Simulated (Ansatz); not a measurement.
Here is an unrelaxed guess for Cd₂Te₃.

```cif
data_structure
_symmetry_space_group_name_H-M 'P6/mmm'
_symmetry_Int_Tables_number 191
_cell_length_a 5.6085
_cell_length_b 5.6085
_cell_length_c 6.1903
_cell_angle_alpha 90.000
_cell_angle_beta 90.000
_cell_angle_gamma 120.000
_cell_volume 168.63
loop_
_atom_site_label
_atom_site_type_symbol
_atom_site_symmetry_multiplicity
_atom_site_Wyckoff_symbol
_atom_site_fract_x
_atom_site_fract_y
_atom_site_fract_z
_atom_site_occupancy
Cd1 Cd 2 e 0.00000 0.00000 0.24125 1
Te1 Te 3 f 0.50000 0.00000 0.00000 1
```

Theory: DFT PBE, scalar-relativistic, plane waves, PAW (Ansatz 0.2.0). Plane waves to 420 eV, a k mesh through Γ of 6×6×4 on the computed 5-atom cell and Gaussian smearing (0.10 eV); no spin polarisation.

The zero of energy is the elements' standard structures at the same level; no fitted shifts are applied.

Question: What does a single point on this coarse mesh give?

Answer: The pressure is 12.3 GPa (the mean over three directions, positive in compression), the largest force is 2.04 eV/Å, and the energy is +0.61 eV/atom against the elements. The shortest distance is 2.80 Å.

Question: How much does it gain on relaxing, and where does it end?

Answer: Relaxing gains about 0.42 eV/atom (the start's value is from the coarse mesh, so the gain is rough) in 13 ionic steps and ends at +0.20 eV/atom on the finer mesh. The symmetry stays P6/mmm (No. 191). The volume per atom grows by 17.5 %, from 33.7 to 39.6 Å³. The shortest distance goes from 2.80 Å (Te–Te) to 2.74 Å (Cd–Cd). The ratio c/a of the conventional cell changes by a factor of 0.86. Conventional cell: a = 6.233 Å, c = 5.887 Å. Cd is surrounded by 1 Cd at 2.74 Å, 1 Cd at 3.14 Å and 6 Te at 3.49 Å; around Te lie 4 Te at 3.12 Å and 4 Cd at 3.49 Å.

The last run used a 6×6×6 mesh for its 5-atom cell and Gaussian smearing of 0.10 eV. These runs have no spin–orbit coupling, which can matter for Te. The reference form of Te is held partly by dispersion forces, which this level lacks. The relaxation can't lower the symmetry of the start. A structure relaxed within its symmetry needn't be a true minimum. Another cell of Cd2Te3 relaxed alike, in R-3c, lies 246 meV/atom lower, so this cell isn't the stable form at this level.
